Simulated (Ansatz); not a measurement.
The elements of this relaxed trial crystal are hidden behind letters.

```
lattice vectors (Å)
   4.4884    0.0000    0.0000
  -2.2442    3.8871    0.0000
   0.0000    0.0000    8.3000
fractional positions
X 0.3333 0.6667 0.1602
X 0.6667 0.3333 0.8398
Z 0.0000 0.0000 0.0000
Z 0.3333 0.6667 0.4927
Z 0.6667 0.3333 0.5073
```

Computed with Ansatz 0.2.0, DFT PBE, scalar-relativistic, plane waves, PAW. Cutoff 420 eV, Γ-centred 12×12×6 mesh (5-atom cell), Gaussian smearing of 0.10 eV, no spin polarisation.

| Quantity | Value |
| --- | --- |
| Space group | P-3m1 (No. 164) |
| Conventional cell | a = 4.488 Å, c = 8.300 Å |
| Volume per atom | 28.96 Å³ |
| Density | 5.21 g/cm³ |
| Energy over the elements | +0.06 eV/atom |
| Gap on the 12×12×6 mesh of the 5-atom cell | 0 eV (a metal) |

Energies are uncorrected and count from the elements' standard states at the same level.

**Question.** X is a p-block element of period 5 and Z is a p-block element of period 4. Which elements are they?

**Answer.** X = In, Z = As, so the formula is In2As3. Density times volume gives a mean mass of 5.21 × 28.96/1.6605 = 90.9 u per atom, and this set has 90.9 u. Around In lie 4 As at 2.76–2.91 Å; As on a site of symmetry -3m is surrounded by 6 In at 2.91 Å; As on a site of symmetry 3m has 3 As at 2.59 Å and 1 In at 2.76 Å. Other sets within the hints have nearly the same mass, so mass alone doesn't settle it; this one was computed.

An odd number of electrons in the primitive cell allows no gap without spin; a larger cell or a magnetic state could open one. The cell is a metal run without spin; a magnetic state may lie lower. A later test with randomly moved atoms came back to the same energy, though modes that don't fit the test's cell weren't probed.
